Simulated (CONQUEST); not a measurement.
Consider a self-consistent single point of Ag (Fm-3m, 4 atoms in the cell; from Materials Project mp-124, changed as shown).

```xyz
4
Lattice="4.1192 0.0000 0.0000 0.0000 4.1192 0.0000 0.0000 0.0000 4.1192" Properties=species:S:1:pos:R:3 pbc="T T T"
Ag     0.0000     0.0000     0.0000
Ag     0.0000     2.0596     2.0596
Ag     2.0596     0.0000     2.0596
Ag     2.0596     2.0596     0.0000
```

Level of theory: PBE, numerical atomic orbitals double-zeta with polarisation (the shipped basis), PseudoDojo norm-conserving potentials made for PBE in CONQUEST.

CONQUEST settings:

```
key                                             value
---------------------  ------------------------------
basis                                             DZP
Diag.MPMeshX, Y, Z                              8 8 8
potentials             PseudoDojo norm-conserving PBE
Grid.GridCutoff                                140 Ha
DM.SolutionMethod                              diagon
Diag.kT                                   0.001837 Ha
Diag.GammaCentred                                true
minE.SCTolerance                              1.0e-06
SC.MaxIters                                       100
SC.LinearMixingFactor                             0.5
SC.KerkerPreCondition                            true
SC.KerkerFactor                            0.3 1/bohr
AtomMove.TypeOfRun                             static
```

Results:

| Item | Value |
|---|---|
| Number of valence electrons | 76 |
| Number of bands | 76 |
| Number of k-points after the program's reduction | 341 |
| Size of the basis | 76 |
| Number of SCF iterations | 9 |
| FFT grid | 48 × 48 × 48 |
| Free energy E − TS | -16872.2720 eV |
| Fermi level (on the code's own zero) | -4.36 eV |
| Pressure | 3.79 GPa |

Stress (GPa, positive for compression):
```
3.79  0.00  0.00
0.00  3.79  0.00
0.00  0.00  3.79
```

For comparison: a first run was changed to give this one (lattice scaled by 0.98), and from it to this one the free energy stays essentially unchanged (within 1 meV/atom) and the pressure goes from -1.76 to 3.79 GPa.

The program uses no crystal symmetry, so grid and mesh can part values that symmetry would make equal. The atom-centred basis is finite, which shifts total energies and pressures against plane waves. The structure comes from a collection of computed structures, made at another level of theory; the collection holds predicted forms beside known ones. Its lattice was then scaled.

Cost on one core: very roughly 5 core-minutes.
